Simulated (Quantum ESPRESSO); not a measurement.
## Mg2AlClS3 (convergence and cost over cutoff and k mesh)

Simulated, not a measurement. The program is pw.x of Quantum ESPRESSO 7.5 (plane-wave density functional theory). The cell is made up: 7 atoms on a zincblende/diamond lattice with one site empty, with randomly drawn elements, strain and displacements, not relaxed. PseudoDojo standard norm-conserving files (v0.5 for PBE, v0.4.1 for LDA and PBEsol) set the functional; there is no spin polarisation, spin-orbit coupling or dispersion term, and the masses in the input are unused placeholders.

Input of the run in row 4:

```
&control calculation='scf', pseudo_dir='./dojo.nc.sr.pbe.v0_5.standard.upf', outdir='./o', disk_io='medium', tprnfor=.true., tstress=.true. /
&system ibrav=0, nat=7, ntyp=4, nbnd=30, ecutwfc=84.00895049, nosym=.true., tot_charge=0,
 occupations='smearing', smearing='fd', degauss=0.0018374661
/
&electrons conv_thr=7.350e-09, electron_maxstep=60, /
ATOMIC_SPECIES
Al 1.0 Al.upf
Cl 1.0 Cl.upf
Mg 1.0 Mg.upf
S 1.0 S.upf
CELL_PARAMETERS angstrom
5.3886 -0.014 0.0898
-0.014 5.3826 -0.0276
0.0898 -0.0276 5.3387
ATOMIC_POSITIONS angstrom
Mg 0.072 0.0807 0.0346
Al 0.0289 2.7347 2.6898
Mg 2.804 -0.0001 2.7623
Cl 1.4216 1.4199 1.3202
S 1.3465 3.9868 4.0175
S 4.0716 1.3725 4.0188
S 4.0432 3.9164 1.3415
K_POINTS automatic
4 4 4 1 1 1
```

The same cell was run at these settings. Meshes are shifted by half a step, and differences are from the last row, which is itself not exact.

| cutoff (eV) | k mesh | k points solved | threshold (eV) | free energy less the last row's (eV) | pressure (GPa) | largest stress difference (GPa) | largest force difference (eV/Å) | iterations | wall time (s) | k-point pools | processor |
| --- | --- | --- | --- | --- | --- | --- | --- | --- | --- | --- | --- |
| 800 | 2 x 2 x 2 | 4 | 1e-04 | 1.471 | -7.79 | 11.49 | 0.032 | 6 | 20 | 1 | AMD EPYC, Zen 5 class |
| 1143 | 1 x 1 x 1 | 1 | 1e-07 | 2.725 | 7.94 | 4.54 | 0.438 | 9 | 25 | 1 | AMD EPYC, Zen 5 class |
| 714 | 4 x 4 x 4 | 32 | 1e-07 | 4.702 | -26.31 | 30.07 | 0.030 | 9 | 121 | 1 | AMD EPYC, Zen 5 class |
| 1143 | 4 x 4 x 4 | 32 | 1e-07 | 0.002 | 3.68 | 0.01 | 0.004 | 9 | 244 | 1 | AMD EPYC, Zen 5 class |
| 1437 | 6 x 6 x 6 | 108 | 1e-07 | 0.000 | 3.68 | 0.00 | 0.000 | 9 | 1191 | 1 | AMD EPYC, Zen 5 class |

Each pool is one process. Wall times include start-up and a band step at six k points, which weighs most on the coarsest meshes. The runs were on shared virtual cores whose load varied, so times are rough.